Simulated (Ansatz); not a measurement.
Polymorphs of Re, each relaxed with PBEsol in the plane-wave PAW code Ansatz:

A: 9R (Sm type) (R-3m)
a = b = 2.753 Å, c = 19.971 Å, α = β = 90.00°, γ = 120.00°

```tsv
atom	site	symmetry	x	y	z
Re	3a	-3m	0.0000	0.0000	0.0000
Re	6c	3m	0.0000	0.0000	0.2222
```

B: P-6m2
a = b = 2.753 Å, c = 13.300 Å, α = β = 90.00°, γ = 120.00°

```tsv
atom	site	symmetry	x	y	z
Re	2g	3m.	0.0000	0.0000	0.3333
Re	2h	3m.	0.3333	0.6667	0.1668
Re	1a	-6m2	0.0000	0.0000	0.0000
Re	1f	-6m2	0.6667	0.3333	0.5000
```

C: diamond (Fd-3m)
a = b = c = 5.5943 Å, α = β = γ = 90.00°

```
atom  site  symmetry       x       y       z
----  ----  --------  ------  ------  ------
Re      8b      -43m  0.5000  0.5000  0.5000
```

Problem. Put the candidates in order of energy per atom at 0 K, lowest first, for PBEsol.

Solution. B (+0 meV/atom), A (+9 meV/atom), C (+1809 meV/atom)

Typed or built starts, not in the databases checked: B; C. Not the usual ambient phase: A; B; C. Unstable at this level: C. All cells were relaxed under the symmetry of their starts (and spin orders); stability against distortions was not tested throughout. Rows with no word on spin ran without spin polarisation. Spin–orbit coupling is left out wherever it is not named.

Energies hold the estimated change up to a 700 eV cutoff; steps of a few meV lie near the error of the meshes.

Potentials: the later of the program's two PAW sets.
